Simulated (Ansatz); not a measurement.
## LiNbO3, first-principles data

LiNbO$_{3}$:
```
LiNbO3
1.0
    2.56711     1.48212     4.60888
   -2.56711     1.48212     4.60888
    0.00000    -2.96425     4.60888
Li Nb O
2 2 6
Direct
  0.70674   0.70674   0.70674
  0.20674   0.20674   0.20674
  0.98909   0.98909   0.98909
  0.48909   0.48909   0.48909
  0.87834   0.26896   0.62749
  0.62749   0.87834   0.26896
  0.26896   0.62749   0.87834
  0.76896   0.37834   0.12749
  0.37834   0.12749   0.76896
  0.12749   0.76896   0.37834
```

Space group R3c (No. 161); conventional cell a = b = 5.134 Å, c = 13.827 Å, α = β = 90.00°, γ = 120.00°.

Method: DFT-PBEsol in the program Ansatz with PAW potentials. The cell and atoms are relaxed at this level. Other levels are named where they apply.

Cell and energy:

- Volume per atom: 10.52 Å³
- Density: 4.67 g/cm³
- Formation energy from the elements (no fitted shifts): -2.58 eV/atom

Electronic structure:

- Band gap: 3.51 eV (indirect)
- Valence-band maximum: off the standard path, at k = (0.135, 0.135, 0.146) in fractions of the reciprocal vectors
- Conduction-band minimum: off the standard path, at k = (-0.094, -0.094, 0.026) in fractions of the reciprocal vectors
- Smallest direct gap on the standard path: 3.54 eV
- Electron effective mass: 0.81, 1.8, 2.1 mₑ (principal values)
- HSE06 gap on the PBEsol cell: 4.99 eV
- Gap with spin–orbit coupling: 3.47 eV

Mechanics:

Bulk modulus (Birch–Murnaghan fit): 108 GPa
Pressure derivative B′: 5.6
Elastic constants (relaxed ions, GPa): C11 = 198, C12 = 59.9, C13 = 68.5, C14 = 9.6, C33 = 233, C44 = 58.1
Mechanical stability: stable (all eigenvalues of C positive)
Hill bulk and shear moduli: 113 and 64.8 GPa
Young's modulus: 163 GPa
Poisson's ratio: 0.26
Debye temperature from the elastic constants: 563 K
Piezoelectric stress constants (proper, relaxed ions, C/m²): e15 = e24 = -3.79, e16 = e21 = 2.59, e22 = -2.59, e31 = e32 = -0.34, e33 = -1.73

Dielectric response:

- Electronic dielectric constant ε∞ (DFPT) = 5.50 (xx = yy), 5.31 (zz)
- Static dielectric constant ε0 (ions relaxed, cell fixed) = 44.2 (xx = yy), 27.8 (zz)
- Born charges (a third of the trace) = Li +1.15, Nb +7.07, O -2.74 e
- Largest static χ(2) component = 61 pm/V

Phonons:

- Highest zone-centre frequency (without LO–TO term) = 875 cm⁻¹
- Zone-centre stability = no imaginary mode at Γ
- Dynamical stability on the path = stable (no imaginary branch)
- Zero-point energy = 68.0 meV/atom
- Vibrational entropy at 300 K = 17.9 J/(K·mol of atoms)

The cell was relaxed with PBEsol under the symmetry of its start. No spin polarisation was allowed. Signs of piezoelectric constants follow the polarity of the cell as given. The references are the lowest solids computed at this level, not always the standard phases (solids in place of the gases). Scalar-relativistic: spin–orbit coupling is off unless named, which matters more the heavier the elements.

Potentials: the earlier of the program's two PAW sets. The files were generated under PBE; for other functionals the program regenerates the frozen cores, and for LDA and PBEsol the local potential too.
